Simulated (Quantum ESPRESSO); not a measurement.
## Kohn-Sham bands of CsGeI3 (Cm)

```xyz
5
Lattice="4.3534 -4.2242 0.0000 4.3534 4.2242 0.0000 -0.3243 0.0000 6.1195" Properties=species:S:1:pos:R:3 pbc="T T T"
Cs    -0.6409     0.0000    -2.5297
Ge     3.2011     0.0000     0.8209
I      3.7198     0.0000    -2.5655
I      1.4009     2.0651     0.5706
I      1.4009    -2.0651     0.5706
```

Cell from Materials Project (mp-28377), symmetrised, no further relaxation. Not found in the COD (Crystallography Open Database) copy used, which has the formula in other groups; not checked further. The atoms lie within 0.1 Å of the higher space group R3m. Level: PBEsol, no spin polarisation, no spin-orbit coupling; pw.x of Quantum ESPRESSO at 63 Ry with PseudoDojo potentials, 6×6×6 k-points, Wannier90. Density: 6×6×6 mesh, cold smearing 0.01 Ry. Spin-orbit coupling is left out although heavy elements are present.

Energies are relative to the valence-band maximum; weights are on the orthonormalised atomic waves of the pseudopotential files, averaged over the group. 44 electrons a cell are treated as valence.

```tsv
bands	from (eV)	to (eV)	filling	weight on atomic waves
1–5	-24.75	-24.72	filled	___
6	-21.47	-21.47	filled	___
7	-12.89	-12.44	filled	___
8–9	-12.22	-11.98	filled	___
10–13	-8.45	-7.00	filled	___
14–22	-4.10	0.00	filled	___
```

Task: Which atomic shells make up each group?

Result: 
- 1–5, weight on atomic waves: Ge 3d 100 %
- 6, weight on atomic waves: Cs 5s 100 %
- 7, weight on atomic waves: I 5s 81 %, Ge 4s 10 %
- 8–9, weight on atomic waves: I 5s 93 %, Ge 4p 6 %
- 10–13, weight on atomic waves: Cs 5p 74 %, Ge 4s 16 %, I 5p 6 %
- 14–22, weight on atomic waves: I 5p 85 %, Ge 4p 10 %

The Kohn-Sham gap over both meshes and the path is 1.00 eV.
